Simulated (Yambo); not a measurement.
G0W0@PBEsol for CuI (wurtzite, space group P6_3mc, No. 186) in Yambo (3×3×2 mesh, 8 Ry block, plasmon pole, screening fixed), without a terminator:

```tsv
bands N in G	gap Γ → Γ (eV)	shift of the valence edge (eV)
79	2.129	-0.158
134	2.058	-0.340
206	2.059	-0.436
```

### Question
Extrapolate both columns to infinite N with E(N) = E∞ + A/N, test the form, and compare with the terminator.

### Answer
From two points, E∞ = (N2 E2 − N1 E1)/(N2 − N1). The two largest N give 2.06 eV for the gap and -0.61 eV for the shift; the two smallest give 1.96 eV and -0.60 eV. For the gap the slopes A are 14 and -0.4 eV: the form isn't reached, and its limit is uncertain. For the shift the slopes A are 35 and 37 eV: the 1/N form holds. With the Bruneval-Gonze terminator and 206 bands the run gives 2.15 eV and -0.60 eV, 0.09 eV and 0.02 eV from the extrapolated values: the terminator too is an estimate of the remainder. Block, mesh and the bands in W are held fixed.

Spin-orbit coupling is not included.

Geometry relaxed with PBEsol; primitive cell a = 4.182 Å, b = 4.182 Å, c = 6.898 Å, α = 90.00°, β = 90.00°, γ = 120.00°.

This is not the ordinary phase of the substance.

A shift is the quasiparticle energy of the state minus its PBEsol energy.
